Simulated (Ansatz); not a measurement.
Input file for Ansatz (a quantum-chemistry and plane-wave program):

Ansatz 0.2 input:
```yaml
crystal:
  lattice:
    - [5.4892869316, 0.0, 0.0]
    - [0.0, 5.4892869316, 0.0]
    - [0.0, 0.0, 5.4892869316]
  atoms:
    - { symbol: Pb, position: [0.0, 0.0, 0.0] }
    - { symbol: Ba, position: [0.0, 0.5, 0.5] }
    - { symbol: Ba, position: [0.5, 0.0, 0.5] }
    - { symbol: Ba, position: [0.5, 0.5, 0.0] }
    - { symbol: O, position: [0.5, 0.5, 0.5] }
kpoints:
  mp_grid: { grid: [3, 3, 3] }
hamiltonian:
  xc: hse06
  pseudopotentials: { kind: paw }
scf:
  n_extra_bands: 6
  occupations: { method: gaussian, width: 0.02 }
output:
  eigenvalues: true
  eigenstates:
    e_range: [-9.0, 8.0]
    kpoints:
      - [0.0, 0.0, 0.0]  # GAMMA
      - [0.5, 0.5, 0.5]  # R
      - [0.5, 0.5, 0.0]  # M
      - [0.0, 0.5, 0.0]  # X
```

Output (shortened):

```
Pseudopotential: Pb, paw, valence charge 14
Pseudopotential: Ba, paw, valence charge 10
Pseudopotential: O, paw, valence charge 6
Functional definition: HSE06
Crystal: 5 atoms, lattice volume = 165.405 Å³
Basis set: ecut = 420 eV, 3239 PW (Γ)
Bands: 31, of which v1, the nominal top of the filled ones, is band 25 counted from 1 (24 counted from 0)
Symmetry: 48 space group operations
Space group: Pm-3m (ITA 221), of the structure as read, at distance tolerance 5.5e-5 Å
k-points: 4 of 27
SCF iter   1: F=—  HF=-30326.864317 eV  |F-HF|=—  |Δ(HF+E_count)|=         —  Δρ=1.01e-3  dr2=2.42e-3  ethr=1.77e-3  ⟨swp⟩=17.2  Hψ=757  notcnv=1
preconditioner: auto → none
SCF iter   2: F=—  HF=-30326.876099 eV  |F-HF|=—  |Δ(HF+E_count)|=   1.18e-2  Δρ=5.35e-4  dr2=7.87e-4  ethr=4.85e-6  ⟨swp⟩=9.2  Hψ=549  notcnv=0  defer=2
SCF iter   3: F=—  HF=-30326.876212 eV  |F-HF|=—  |Δ(HF+E_count)|=   1.13e-4  Δρ=3.32e-4  dr2=2.04e-4  ethr=1.57e-6  ⟨swp⟩=5.0  Hψ=313  notcnv=0  defer=1
iter 4 solved again at ethr=3.31e-8 eV; its pass at ethr=4.08e-7 eV (dr2=1.66e-5 eV) is discarded
SCF iter   4: F=—  HF=-30326.876189 eV  |F-HF|=—  |Δ(HF+E_count)|=   2.25e-5  Δρ=6.70e-5  dr2=9.47e-6  ethr=3.31e-8  ⟨swp⟩=5.2  Hψ=631  notcnv=0
SCF iter   5: F=—  HF=-30326.876191 eV  |F-HF|=—  |Δ(HF+E_count)|=   2.17e-6  Δρ=2.11e-5  dr2=5.88e-7  ethr=1.89e-8  ⟨swp⟩=4.8  Hψ=274  notcnv=0
SCF iter   6: F=—  HF=-30326.876192 eV  |F-HF|=—  |Δ(HF+E_count)|=   8.13e-7  Δρ=1.41e-5  dr2=4.20e-7  ethr=1.18e-9  ⟨swp⟩=5.2  Hψ=377  notcnv=0
SCF iter   7: F=—  HF=-30326.876192 eV  |F-HF|=—  |Δ(HF+E_count)|=   9.16e-8  Δρ=2.81e-6  dr2=2.08e-8  ethr=8.41e-10  ⟨swp⟩=3.8  Hψ=250  notcnv=0
SCF iter   8: F=-30326.876192 eV  HF=-30326.876192 eV  |F-HF|=3.89e-10  |Δ(HF+E_count)|=   2.46e-9  Δρ=7.57e-7  dr2=5.58e-10  ethr=4.17e-11  ⟨swp⟩=5.8  Hψ=346  notcnv=0
SCF 1 converged in 8 iterations: F = -30326.876192 eV  dr2 = 5.58e-10
Crystal: 5 atoms, lattice volume = 165.405 Å³
Exchange kernel: α = 0.2500, screened, ω = 0.2079 Å⁻¹, Wigner–Seitz truncation, v(0) = 1037.2221 eV·Å³, q-mesh 3×3×3, nearest image of the exchange supercell L …
Frozen-core exchange: fock
iter 1 solved again at ethr=1.06e-4 eV; its pass at ethr=1.00e-1 eV (dr2=5.32e-2 eV) is discarded
SCF iter   1: F=—  HF=-30344.995248 eV  |F-HF|=—  |Δ(HF+E_count)|=         —  Δρ=5.78e-3  dr2=1.18e-1  ethr=1.06e-4  ⟨swp⟩=6.0  Hψ=658  notcnv=0
preconditioner: auto → none
SCF iter   2: F=—  HF=-30344.964936 eV  |F-HF|=—  |Δ(HF+E_count)|=   3.03e-2  Δρ=4.80e-3  dr2=2.64e-2  ethr=7.10e-5  ⟨swp⟩=5.0  Hψ=433  notcnv=0
SCF iter   3: F=—  HF=-30344.958533 eV  |F-HF|=—  |Δ(HF+E_count)|=   6.40e-3  Δρ=1.35e-3  dr2=4.70e-3  ethr=1.62e-5  ⟨swp⟩=5.5  Hψ=328  notcnv=0
SCF iter   4: F=—  HF=-30344.958053 eV  |F-HF|=—  |Δ(HF+E_count)|=   4.81e-4  Δρ=6.93e-4  dr2=1.68e-3  ethr=2.17e-6  ⟨swp⟩=5.2  Hψ=360  notcnv=0
SCF iter   5: F=—  HF=-30344.957921 eV  |F-HF|=—  |Δ(HF+E_count)|=   1.32e-4  Δρ=8.35e-5  dr2=1.03e-3  ethr=3.95e-7  ⟨swp⟩=4.0  Hψ=316  notcnv=0
SCF iter   6: F=—  HF=-30344.976994 eV  |F-HF|=—  |Δ(HF+E_count)|=   1.91e-2  Δρ=7.18e-4  dr2=1.43e-3  ethr=5.94e-9  ⟨swp⟩=9.5  Hψ=725  notcnv=0
SCF iter   7: F=—  HF=-30344.976626 eV  |F-HF|=—  |Δ(HF+E_count)|=   3.69e-4  Δρ=7.53e-5  dr2=5.24e-5  ethr=5.94e-9  ⟨swp⟩=7.0  Hψ=519  notcnv=0
SCF iter   8: F=—  HF=-30344.976625 eV  |F-HF|=—  |Δ(HF+E_count)|=   9.33e-7  Δρ=1.65e-5  dr2=4.63e-5  ethr=3.49e-9  ⟨swp⟩=4.2  Hψ=301  notcnv=0
SCF iter  10: F=-30344.977018 eV  HF=-30344.977019 eV  |F-HF|=6.93e-8  |Δ(HF+E_count)|=   9.55e-6  Δρ=4.11e-6  dr2=1.50e-6  ethr=1.09e-10  ⟨swp⟩=8.2  Hψ=577  notcnv=0
SCF 2 stopped early in 10 iterations: F = -30344.977018 eV  dr2 = 1.50e-6
hybrid outer 1: dexx = +2.177e-2 eV, tail = 2.66e-5 eV
Crystal: 5 atoms, lattice volume = 165.405 Å³
Exchange kernel: α = 0.2500, screened, ω = 0.2079 Å⁻¹, Wigner–Seitz truncation, v(0) = 1037.2221 eV·Å³, q-mesh 3×3×3, nearest image of the exchange supercell L …
Frozen-core exchange: fock
SCF iter   1: F=—  HF=-30344.976810 eV  |F-HF|=—  |Δ(HF+E_count)|=         —  Δρ=1.97e-5  dr2=7.83e-7  ethr=2.66e-7  ⟨swp⟩=4.5  Hψ=282  notcnv=0
preconditioner: auto → none
SCF iter   2: F=—  HF=-30344.976812 eV  |F-HF|=—  |Δ(HF+E_count)|=   1.47e-6  Δρ=1.15e-5  dr2=5.70e-7  ethr=1.06e-9  ⟨swp⟩=5.8  Hψ=468  notcnv=0
SCF iter   3: F=—  HF=-30344.976812 eV  |F-HF|=—  |Δ(HF+E_count)|=   9.06e-8  Δρ=5.39e-6  dr2=3.48e-7  ethr=6.32e-10  ⟨swp⟩=2.0  Hψ=226  notcnv=0
iter 4 solved again at ethr=9.21e-12 eV; its pass at ethr=1.75e-10 eV (dr2=4.61e-9 eV) is discarded
SCF iter   4: F=—  HF=-30344.976812 eV  |F-HF|=—  |Δ(HF+E_count)|=   7.52e-9  Δρ=9.14e-7  dr2=2.73e-7  ethr=9.21e-12  ⟨swp⟩=4.5  Hψ=682  notcnv=0
SCF iter   5: F=-30344.976816 eV  HF=-30344.976816 eV  |F-HF|=2.57e-8  |Δ(HF+E_count)|=   4.13e-6  Δρ=4.47e-6  dr2=3.95e-8  ethr=9.21e-12  ⟨swp⟩=6.2  Hψ=571  notcnv=0  defer=1
SCF 3 converged in 5 iterations: F = -30344.976816 eV  dr2 = 3.95e-8
hybrid outer 2: dexx = +3.370e-7 eV, tail = 9.46e-8 eV, Δε = 1.59e-3 eV (about 1.32e-4 eV left of the loop's levels)
the last iteration of the SCF fills more bands at one k-point than at another …
NSCF: frozen V_eff on 4 k-points
hybrid SCF converged: 2 outer / 15 inner (+8 warm-up), last move |dexx| = 3.37e-7 eV, tail = 9.46e-8 eV
Stability not checked (fock_operator)
Free energy (F): -30344.976816 eV
Frozen-core exchange: fock
Harris-Foulkes:  -30344.976816 eV  (|F-HF|=2.57e-8)
Internal energy: -30344.975673 eV  (E = F + TS)
E sigma→0 (E₀):  -30344.976245 eV
Entropy (-TS):   -0.001143 eV (-0.229 meV/atom)
Fermi energy:    9.704132 eV
--- Per-component energies (eV) ---
  E_band       = -252.260794
  E_kinetic    = 973.824662
  E_local      = -2441.597111  (includes V_loc(G=0)·N_el)
  E_nonlocal   = 566.163830
  E_hartree    = 923.274945
  E_xc         = -641.299483
  E_vxc        = -509.314673  (∫ρ·V_xc dr)
  E_exx        = -106.747740  (= α·E_x^exact, valence–valence)
  E_paw        = -26316.425053  (= ΣΔE_a)
  E_vpaw       = -474.391422  (= ΣTr[D̂ρ^β])
  E_aug_tail   = 0.002419  (compensation charges beyond the density's cutoff)
  E_ewald      = -3302.031713
  E_core_change = -0.140430  (= ΣΔE_core)
  E_smearing   = -0.001143  (= −TS)
  E_closure    =  0.000000  (closes the sum)
  Σ components = -30344.976816   (vs F -30344.976816, Δ=0.00e0)
  [band-id]    e_kinetic+e_local+e_nonlocal+2·e_hartree+e_vxc+2·e_exx+e_vpaw+e_augmentation_tail = -252.257885   (vs E_band -252.260794, Δ=2.91e-3)
--- Band table (eV) ---
  k-point 0: bands = ["-21.5225", "-21.2528", "-21.2528", "-10.8223", "-8.2708", "-8.2708", "-8.2708", "-8.2625", "-8.2625", "-6.2559", "-6.2559", "-6.2559", "-5.4386", "-5.4386", "-5.4386", "-5.1200", "-5.1200", "-5.1200", "0.6644", "5.6568", "5.6568", …
  k-point 1: bands = ["-21.4655", "-21.3069", "-21.2520", "-10.9790", "-8.2791", "-8.2791", "-8.2707", "-8.2685", "-8.2591", "-6.1098", "-6.1098", "-5.8883", "-5.5147", "-5.5147", "-5.4591", "-5.1985", "-5.1985", "-5.1489", "1.0162", "4.6681", "5.5831", …
  k-point 2: bands = ["-21.4166", "-21.3155", "-21.2869", "-11.1362", "-8.2785", "-8.2780", "-8.2752", "-8.2661", "-8.2598", "-6.0186", "-5.9532", "-5.7215", "-5.6546", "-5.5146", "-5.3628", "-5.2379", "-5.2116", "-5.0949", "1.1461", "4.5391", "4.5892", …
  k-point 3: bands = ["-21.3827", "-21.3145", "-21.3145", "-11.2938", "-8.2748", "-8.2744", "-8.2744", "-8.2598", "-8.2598", "-6.0208", "-5.9468", "-5.9468", "-5.3628", "-5.3628", "-5.3213", "-5.1733", "-5.0975", "-5.0975", "1.0589", "4.4058", "4.4804", …
```

Cost: around 90 core-seconds (rough) on shared cores.

The workflow started from an entry of the Crystallography Open Database (COD). Its standing as an ambient phase is unchecked. Symmetry was held in the r²SCAN relaxation; its stability against distortions is not shown here. Scalar-relativistic: spin–orbit coupling is off unless named, which matters more the heavier the elements.

Potentials: the later of the program's two PAW sets.

Ansatz is a plane-wave DFT program.
